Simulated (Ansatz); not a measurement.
BAs:
```xyz
2
Lattice="2.9397 0.0000 0.0000 0.0000 2.9397 0.0000 0.0000 0.0000 2.9397" Properties=species:S:1:pos:R:3 pbc="T T T"
B      0.0000     0.0000     0.0000
As     1.4698     1.4698     1.4698
```

Relaxed with PBE. Special points in fractions of this cell's reciprocal vectors: Γ (0.000, 0.000, 0.000); X (0.000, 0.500, 0.000); M (0.500, 0.500, 0.000); R (0.500, 0.500, 0.500).

Problem. List the band energies nearest the Fermi level at these points for the program Ansatz at the PBE level (PAW).

Solution. In eV from the Fermi level; about four levels below and three above (degenerate sets whole), none deeper than 8.9 eV; … stands for higher levels left out; points with the same levels are listed once.

```
k                    below                above
-  -----------------------  -------------------
Γ  -0.86 -0.86 -0.86 -0.32          5.68 5.68 …
X                        –  2.81 2.81 3.21 3.21
M        -6.77 -6.77 -5.46  4.08 5.06 7.11 7.11
R  -2.59 -1.96 -1.96 -1.96                    …
```

Space group Pm-3m (CsCl type). The start of the workflow was typed in or built on a structure type; neither database checked (COD, Materials Project) lists it. It is not the phase usual at ambient conditions (space group No. 216). The PBE relaxation kept the symmetry of its start; whether a distortion lowers the energy is not shown. The volume moved by 31 % from the start of the relaxation. Its formation energy is positive at this level, so the cell may be metastable or incomplete. Scalar-relativistic: spin–orbit coupling is off unless named, which matters more the heavier the elements.

Potentials: the later of the program's two PAW sets.
